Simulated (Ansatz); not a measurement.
Ansatz input

```yaml
crystal:
  lattice:
    - [2.4568839916, 0.0, 0.0]
    - [-1.2284419958, 2.1277239509, 0.0]
    - [0.0, 0.0, 4.0424178474]
  atoms:
    - { symbol: Ni, position: [0.3333333333, 0.6666666667, 0.25], spin: 0.657 }
    - { symbol: Ni, position: [0.6666666667, 0.3333333333, 0.75], spin: 0.657 }
hamiltonian:
  xc: blyp
  pseudopotentials:
    kind: paw
    azcp:
      Ni: "pseudopotentials/Ni.paw.azcp"
basis:
  ecutwfc: 420
  fft_grid_basis: typed
kpoints:
  mp_grid: { grid: [16, 16, 9], shift: [0, 0, 0] }
magnetization:
  spin_polarized: true
scf:
  occupations: { method: fermi_dirac, width: 0.05 }
  lower_state_search: "off"
output:
  stress: true
```

and its output:

```
Engine: ansatz 0.2.0, aarch64-unknown-linux-gnu
Pseudopotentials: kind: paw
Pseudopotential: Ni, paw, valence charge 18, recommended cutoff 420 eV (normal) 
Functional definition: BLYP
  parameter beta = 0.0042
  parameter a = 0.04918
  parameter b = 0.132
  parameter c = 0.2533
  parameter d = 0.349
  exchange = b88_x(beta = beta)
  correlation = lyp_c(a = a, b = b, c = c, d = d)
Crystal: 2 atoms, lattice volume = 21.132 Å³
Basis set: ecut = 420 eV, 391 PW (Γ), exchange–correlation on 36×36×60 points (8 copies of the dense FFT grid, shifted against one another)
Bands: 23, of which v1, the nominal top of the filled ones, is band 18 counted from 1 (17 counted from 0)
Symmetry: 24 space group operations
Space group: P63/mmc (ITA 194), of the structure as read, at distance tolerance 2.8e-5 Å
Magnetic group: BNS 194.263 (UNI 1493), of the structure as read, at distance tolerance 2.8e-5 Å
k-points: 150 of 2304
Non-local potential: Ni, projectors of the file, l = 0: 3, l = 1: 2, l = 2: 3, l = 3: 1
PAW form: soft (Blöchl's): semilocal exchange-correlation on the pseudo side does not see the compensation charge
PAW frozen core: Ni, regenerated for the run's functional, and the local potential with it (the file was generated under x = pbe(κ = 0.804, μ = 0.2195149727645171), c = pbe(β = 0.06672455060314922))
PAW one-centre angular grid: Ni, 590 points (default); XC on 64 Gauss nodes
Initial density: superposition of atomic densities (chi_scale 0.1, normalization cell)
Starting moments: Σ|m| = 1.314 μB on 2 of 2 sites
Initial wavefunctions: pseudopotential atomic-orbital guess
Functional: x = b88, c = lyp
iter 1 solved again at ethr=1.11e-3 eV; its pass at ethr=3.10e-3 eV (dr2=3.98e-1 eV) is discarded
SCF iter   1: F=—  HF=-11696.450948 eV  |F-HF|=—  |Δ(HF+E_count)|=         —  Δρ=3.45e-2 (↑3.45e-2 ↓2.46e-2)  dr2=3.98e-1  dr2_m=1.14e-2  M=1.114 μB ∫|m|=1.175 μB  β_m=0.30  ethr=1.11e-3  ⟨swp⟩=1.0  Hψ=35013  notcnv=0
SCF iter   2: F=—  HF=-11696.433417 eV  |F-HF|=—  |Δ(HF+E_count)|=   1.75e-2  Δρ=1.66e-2 (↑1.66e-2 ↓7.24e-3)  dr2=6.44e-2  dr2_m=9.85e-3  M=1.134 μB ∫|m|=1.210 μB  β_m=0.30  ethr=1.10e-3  ⟨swp⟩=2.8  Hψ=11072  notcnv=0
SCF iter   3: F=—  HF=-11696.431979 eV  |F-HF|=—  |Δ(HF+E_count)|=   1.44e-3  Δρ=1.11e-2 (↑1.11e-2 ↓4.25e-3)  dr2=2.19e-2  dr2_m=6.79e-3  M=1.137 μB ∫|m|=1.227 μB  β_m=0.30  ethr=1.79e-4  ⟨swp⟩=2.0  Hψ=9225  notcnv=0
SCF iter   4: F=—  HF=-11696.421587 eV  |F-HF|=—  |Δ(HF+E_count)|=   1.04e-2  Δρ=6.51e-3 (↑4.05e-3 ↓6.51e-3)  dr2=6.15e-4  dr2_m=5.17e-3  M=1.143 μB ∫|m|=1.243 μB  β_m=1.00  ethr=6.09e-5  ⟨swp⟩=2.5  Hψ=12518  notcnv=0
SCF iter   5: F=—  HF=-11696.424615 eV  |F-HF|=—  |Δ(HF+E_count)|=   3.03e-3  Δρ=2.99e-3 (↑7.42e-4 ↓2.99e-3)  dr2=5.72e-4  dr2_m=5.93e-4  M=1.142 μB ∫|m|=1.270 μB  β_m=1.00  ethr=1.71e-6  ⟨swp⟩=2.0  Hψ=13451  notcnv=0
SCF iter   6: F=—  HF=-11696.426669 eV  |F-HF|=—  |Δ(HF+E_count)|=   2.05e-3  Δρ=1.59e-3 (↑1.66e-4 ↓1.59e-3)  dr2=2.96e-4  dr2_m=1.15e-4  M=1.146 μB ∫|m|=1.280 μB  β_m=1.00  ethr=1.59e-6  ⟨swp⟩=2.0  Hψ=10712  notcnv=0
SCF iter   7: F=—  HF=-11696.427868 eV  |F-HF|=—  |Δ(HF+E_count)|=   1.20e-3  Δρ=7.83e-4 (↑1.36e-4 ↓7.83e-4)  dr2=5.58e-5  dr2_m=3.58e-5  M=1.149 μB ∫|m|=1.286 μB  β_m=1.00  ethr=8.22e-7  ⟨swp⟩=2.0  Hψ=11040  notcnv=0
SCF iter   8: F=—  HF=-11696.428563 eV  |F-HF|=—  |Δ(HF+E_count)|=   6.95e-4  Δρ=4.83e-4 (↑1.83e-4 ↓4.83e-4)  dr2=1.21e-5  dr2_m=1.97e-5  M=1.151 μB ∫|m|=1.290 μB  β_m=0.30  ethr=1.55e-7  ⟨swp⟩=2.0  Hψ=9943  notcnv=0
Mixer restart at iter 8: flushing history
spin-set hold released at iteration 8 (site moments contracting): the magnetisation degrees of freedom join the quasi-Newton model from the next iteration; the mixer history was flushed
SCF iter   9: F=—  HF=-11696.429053 eV  |F-HF|=—  |Δ(HF+E_count)|=   4.90e-4  Δρ=5.18e-4 (↑3.91e-4 ↓5.18e-4)  dr2=2.53e-6  dr2_m=3.85e-5  M=1.153 μB ∫|m|=1.293 μB  β_m=0.65  ethr=3.36e-8  ⟨swp⟩=2.0  Hψ=10008  notcnv=0
SCF iter  10: F=—  HF=-11696.429619 eV  |F-HF|=—  |Δ(HF+E_count)|=   5.66e-4  Δρ=1.06e-3 (↑1.18e-4 ↓1.06e-3)  dr2=1.26e-4  dr2_m=5.52e-5  M=1.161 μB ∫|m|=1.305 μB  β_m=0.71  ethr=7.04e-9  ⟨swp⟩=3.0  Hψ=15182  notcnv=0
SCF iter  11: F=—  HF=-11696.429636 eV  |F-HF|=—  |Δ(HF+E_count)|=   1.75e-5  Δρ=7.99e-4 (↑7.99e-4 ↓4.93e-4)  dr2=1.88e-4  dr2_m=4.98e-6  M=1.160 μB ∫|m|=1.305 μB  β_m=0.60  ethr=7.04e-9  ⟨swp⟩=3.1  Hψ=15585  notcnv=0
SCF iter  12: F=—  HF=-11696.429602 eV  |F-HF|=—  |Δ(HF+E_count)|=   3.43e-5  Δρ=9.63e-5 (↑9.63e-5 ↓5.62e-5)  dr2=2.45e-6  dr2_m=1.38e-7  M=1.162 μB ∫|m|=1.306 μB  β_m=0.62  ethr=7.04e-9  ⟨swp⟩=2.6  Hψ=13381  notcnv=0
iter 13 met the thresholds in force, and the SCF goes on: an eigenvalue changes by 0.63 meV, over its tolerance of 0.50 meV (output.eigenvalues, Limitations)
SCF iter  13: F=-11696.429602 eV  HF=-11696.429602 eV  |F-HF|=2.05e-8  |Δ(HF+E_count)|=   3.09e-7  Δρ=1.07e-5 (↑1.07e-5 ↓9.05e-6)  dr2=3.27e-8  dr2_m=4.67e-9  M=1.162 μB ∫|m|=1.307 μB  β_m=0.66  ethr=2.78e-10  ⟨swp⟩=3.4  Hψ=27941  notcnv=0
SCF iter  14: F=-11696.429602 eV  HF=-11696.429602 eV  |F-HF|=4.17e-10  |Δ(HF+E_count)|=  7.11e-10  Δρ=3.44e-6 (↑2.42e-6 ↓3.44e-6)  dr2=1.64e-9  dr2_m=8.64e-10  M=1.162 μB ∫|m|=1.307 μB  ethr=9.08e-11  ⟨swp⟩=2.1  Hψ=21496  notcnv=0
SCF 1 converged in 14 iterations: F = -11696.429602 eV  dr2 = 1.64e-9
SCF converged after 14 iterations
an eigenvalue changed by more than its tolerance at an iteration that met the thresholds in force, so the SCF went on 1 time: the last check found none over its tolerance
Magnetization: 1.1618 μB (18.5809 up, 17.4191 down)
Absolute magnetization: 1.3082 μB (∫|ρ↑−ρ↓|, with the PAW one-centre terms)
Spin contamination: 0.0100 ħ² per cell (⟨S²⟩ above its minimum at these occupations)
Per-site moments (μB) at R_I (Å): [(0.6124898863884729, 1.0134646465404982), (0.6124898863884727, 1.0134646465404982)]
Free energy (F): -11696.429602 eV
Harris-Foulkes:  -11696.429602 eV  (|F-HF|=4.17e-10)
Internal energy: -11696.394595 eV  (E = F + TS)
E sigma→0 (E₀):  -11696.412098 eV
Entropy (-TS):   -0.035007 eV (-17.503 meV/atom)
Fermi energy:    19.301721 eV
--- Per-component energies (eV) ---
  E_band       = -527.078263
  E_kinetic    = 568.130343
  E_local      = -6782.495963  (includes V_loc(G=0)·N_el)
  E_nonlocal   = 1263.823616
  E_hartree    = 2844.545453
  E_xc         = -167.065920
  E_vxc        = -215.107451  (∫ρ·V_xc dr)
  E_paw        = -3282.702641  (= ΣΔE_a)
  E_vpaw       = -1050.516447  (= ΣTr[D̂ρ^β])
  E_aug_tail   = 0.000934  (compensation charges beyond the density's cutoff)
  E_ewald      = -6140.638092
  E_core_change = 0.007674  (= ΣΔE_core)
  E_smearing   = -0.035007  (= −TS)
  E_closure    = -0.000000  (closes the sum)
  Σ components = -11696.429602   (vs F -11696.429602, Δ=0.00e0)
--- Stress (GPa, compression-positive) ---
       16.762635       0.000000      -0.000000
        0.000000      16.762635      -0.000000
       -0.000000      -0.000000      17.412969
  P = ⅓ Tr σ = 16.9794 GPa (169.794 kbar)
```
